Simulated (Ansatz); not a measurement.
## Energy over volume and axial ratio for TiHg (space group P4/mmm)

TiHg (space group P4/mmm)

```yaml
crystal:
  lattice:
    - [2.96284, 0.00000, 0.00000]
    - [0.00000, 2.96284, 0.00000]
    - [0.00000, 0.00000, 4.06304]
  atoms:
    - { symbol: Ti, position: [0.50000, 0.50000, 0.50000] }
    - { symbol: Hg, position: [0.00000, 0.00000, 0.00000] }
```

Two coordinates are scanned: the volume, and the ratio of the stretch along z (the conventional c axis) to the stretch across it. Atoms keep their fractional coordinates.

All values below come from PBEsol (plane waves to 420 eV, PAW, scalar-relativistic; Ansatz, a first-principles code). k mesh 16×16×12 (Γ-centred), Fermi-Dirac smearing 0.05 eV. Energies are smeared free energies. Stress and pressure are positive under compression. With partly filled bands, the response to shear is sensitive to the k mesh, so small differences along c/a are uncertain. Spin-orbit coupling is left out, though Hg is heavy. TiHg is run without spin polarisation. TiHg was relaxed with its symmetry unable to fall. The zero of ΔE is the relaxed starting cell.

ΔE (meV/atom), with V/V₀ across and (c/a)/(c/a)₀ down:

| (c/a)/(c/a)₀ \ V/V₀ | 0.960 | 0.973 | 0.987 | 1.000 | 1.013 | 1.027 | 1.040 |
|---|---|---|---|---|---|---|---|
| 0.880 | 37 | 29 | 24 | 21 | 21 | 24 | 28 |
| 0.920 | 25 | 17 | 13 | 11 | 11 | 14 | 19 |
| 0.960 | 16 | 9 | 4 | 3 | 4 | 7 | 12 |
| 1.000 | 12 | 5 | 1 | 0 | 1 | 5 | 10 |
| 1.040 | 15 | 8 | 4 | 3 | 5 | 8 | 14 |
| 1.080 | 25 | 18 | 15 | 14 | 15 | 18 | 24 |
| 1.120 | 43 | 36 | 32 | 30 | 32 | 35 | 40 |

σzz − σxx (GPa), with V/V₀ across and (c/a)/(c/a)₀ down:

```csv
(c/a)/(c/a)₀ \ V/V₀,0.960,0.973,0.987,1.000,1.013,1.027,1.040
0.880,3.9,3.7,3.5,3.3,3.1,3.0,2.8
0.920,3.7,3.5,3.3,3.1,2.9,2.7,2.6
0.960,2.2,2.0,1.9,1.7,1.6,1.5,1.4
1.000,0.3,0.2,0.1,0.0,-0.1,-0.1,-0.2
1.040,-2.4,-2.4,-2.4,-2.4,-2.4,-2.3,-2.3
1.080,-5.3,-5.2,-5.1,-5.0,-4.9,-4.7,-4.6
1.120,-8.4,-8.1,-7.9,-7.7,-7.4,-7.2,-7.0
```

Derived quantities:

```
Quantity                                                             Result
-------------------------  ------------------------------------------------
Lowest place on the grid    V/V₀ = 1.000, (c/a)/(c/a)₀ = 1.000 (0 meV/atom)
Highest place on the grid  V/V₀ = 0.960, (c/a)/(c/a)₀ = 1.120 (43 meV/atom)
```

(A scan under strain: stresses follow from slopes of the energy per volume, elastic moduli from its curvatures.)
